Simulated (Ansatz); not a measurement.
The start is a relaxed Sn cell, doubled along one cell vector, shaken by Gaussian noise of σ = 0.08 Å a coordinate. Cell shape, volume and atoms are optimised at zero target pressure with r2SCAN (plane waves to 500 eV, PAW, scalar-relativistic; Ansatz, a first-principles code). The first steps use a coarse 8×8×3 k-mesh.

Initial structure:
```yaml
crystal:
  lattice:
    - [-4.01394, 4.01394, 2.32532]
    - [4.01394, -4.01394, 2.32532]
    - [8.02789, 8.02789, -4.65065]
  atoms:
    - { symbol: Sn, position: [0.22469, 0.21015, 0.18330] }
    - { symbol: Sn, position: [0.17157, 0.18566, 0.69098] }
    - { symbol: Sn, position: [0.83157, 0.16990, 0.00343] }
    - { symbol: Sn, position: [0.83543, 0.19768, 0.51096] }
    - { symbol: Sn, position: [0.17638, 0.78681, 0.99049] }
    - { symbol: Sn, position: [0.17089, 0.82159, 0.49935] }
    - { symbol: Sn, position: [0.80014, 0.78642, 0.31483] }
    - { symbol: Sn, position: [0.81070, 0.80652, 0.81439] }
```

What is the largest force in the starting geometry, and on which atom (counted from 1)?

3.16 eV/Å, on Sn1 (atoms numbered as listed).

By how much does the energy per atom fall from start to end?

0.09 eV/atom.

Does it find its way back to the structure it was made from?

It returns to the parent structure, I4/mmm (No. 139).

How do the shortest distances between atoms change?

The closest pairs of elements (up to four, under 3.6 Å), start → end: Sn–Sn 2.55 → 2.83 Å.

Final values are on a 12×12×12 k-mesh of the relaxed cell. No spin polarisation in the result.

The relaxed structure here is a generated cell of Sn: the first start was made by placing the elements on the sites of a structure type, and the end was not matched to a known phase here, so it may be hypothetical. Known forms of Sn include space group No. 141, 227.
